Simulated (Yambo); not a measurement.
**Convergence of the G0W0 gap of CsOH**

G0W0@LDA for CsOH (space group Cmc2_1, No. 36) in Yambo. Reference settings: 4×4×2 Γ-centred k mesh, 156 bands and a 7 Ry block in the screening, 156 bands in G with the Bruneval-Gonze terminator, plasmon pole fitted at 27.2 eV. The LDA gap Γ → Γ on this mesh is 3.60 eV; G0W0 gaps are taken between the same points.

```
change from the reference                                G0W0 gap Γ → Γ (eV)  shift of the valence edge (eV)
-------------------------------------------------------  -------------------  ------------------------------
reference settings                                                      5.79                           -1.20
37 bands in W, 37 bands in G                                            6.13                           -0.89
86 bands in W, 86 bands in G                                            5.83                           -1.09
86 bands in W, 86 bands in G, 2 Ry block                                5.98                           -1.35
86 bands in W, 86 bands in G, 3 Ry block                                5.86                           -1.21
86 bands in W, 86 bands in G, 4 Ry block                                5.81                           -1.12
86 bands in W, 86 bands in G, 6 Ry block                                5.81                           -1.09
121 bands in W, 121 bands in G, 4 Ry block                              5.75                           -1.17
3 Ry block                                                              5.77                           -1.26
4 Ry block                                                              5.73                           -1.19
6 Ry block                                                              5.77                           -1.19
2×2×2 mesh                                                              5.79                           -1.15
37 bands in W, 37 bands in G, no terminator                             6.09                           -0.59
58 bands in W, 58 bands in G, 3 Ry block, no terminator                 6.01                           -0.97
86 bands in W, 86 bands in G, 3 Ry block, no terminator                 5.84                           -1.08
```

The reference isn't shown to be the converged limit.

Geometry of the Materials Project entry, not relaxed at this level; primitive cell a = 6.088 Å, b = 6.088 Å, c = 4.504 Å, α = 90.00°, β = 90.00°, γ = 138.41°.

The structure is a Materials Project entry; no match was found in the copy of COD used, and its stability was not checked.

A shift is the quasiparticle energy of the state minus its LDA energy.
